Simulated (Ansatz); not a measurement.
# Se, hcp: geometry optimisation

The calculation used DFT, LDA (PW92), plane waves (420 eV) with PAW, scalar-relativistic in Ansatz 0.2.0. The PAW files were generated under PBE, with cores re-solved for the functional.

k-point mesh 12×12×6, Fermi-Dirac smearing 0.1 eV, no spin polarisation. Cell and atoms relax.

Starting structure:

```yaml
crystal:
  lattice:
    - [3.1360302227, 0.0, 0.0]
    - [-1.5680151114, 2.7158818399, 0.0]
    - [0.0, 0.0, 5.1211373537]
  atoms:
    - { symbol: Se, position: [0.3333333333, 0.6666666667, 0.25] }
    - { symbol: Se, position: [0.6666666667, 0.3333333333, 0.75] }
hamiltonian:
  xc: lda
  pseudopotentials:
    kind: paw
    azcp:
      Se: "pseudopotentials/Se.paw.azcp"
basis:
  ecutwfc: 420
  fft_grid_basis: typed
kpoints:
  mp_grid: { grid: [12, 12, 6], shift: [0, 0, 0] }
magnetization:
  spin_polarized: false
scf:
  occupations: { method: fermi_dirac, width: 0.1 }
relax:
  max_steps: 60
  f_tol: 0.01
  cell: {}
output:
  write_density: true
  write_potential: true
  elf: true
  volumetric_format: npy
```

Question: What cell does the relaxation end in?

Answer: P6_3/mmc with a = 3.532 Å, c = 3.814 Å (c/a = 1.080); 20.60 Å³ per atom against 21.81 at the start (-5.6 %).

The cell has left the hcp structure type; it ends in P6_3/mmc.

Question: How much energy does the relaxation gain?

Answer: 392.7 meV per atom.
